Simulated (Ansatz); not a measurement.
Values for one crystal, relaxed and computed with DFT-LDA in the program Ansatz with PAW potentials; other levels are named.

| Quantity | Value |
|---|---|
| Volume per atom | 22.82 Å³ |
| Band gap | 0.45 eV (indirect) |
| Elastic constants (relaxed ions, GPa) | C11 = 51.9, C22 = 89.7, C33 = 84.6, C12 = 39.3, C13 = 27.5, C23 = 21.6, C44 = 18.6, C55 = 22.4, C66 = 51.4, C15 = -2.1, C25 = 2.3, C35 = 3.1, C46 = 3.1 |
| Formation energy from the elements (no fitted shifts) | -0.27 eV/atom |
| Bulk modulus (Birch–Murnaghan fit) | 417 kbar |
| Poisson's ratio | 0.26 |
| Mechanical stability | stable (all eigenvalues of C positive) |

Q: Which of these materials gives this?
A) Ge3PbSe4, Pm (Pearson symbol mP8)
B) LiCl, rock salt
C) CeO2, fluorite
D) CsPbBr3, cubic perovskite

A: A, Ge3PbSe4, Pm (Pearson symbol mP8)

The first step of the workflow began from a Materials Project structure, measured or hypothetical; the Crystallography Open Database copy checked does not list it. Whether it is the stable phase at ambient conditions was not checked. The LDA relaxation kept the symmetry of its start; of distortions, only those at the zone centre were tested. A crystal of weakly bound layers computed without a dispersion correction: the cell and the soft elastic constants depend strongly on that. The references are the lowest solids computed at this level, not always the standard phases. Scalar-relativistic: spin–orbit coupling is off unless named, which matters more the heavier the elements.

Potentials: the later of the program's two PAW sets.
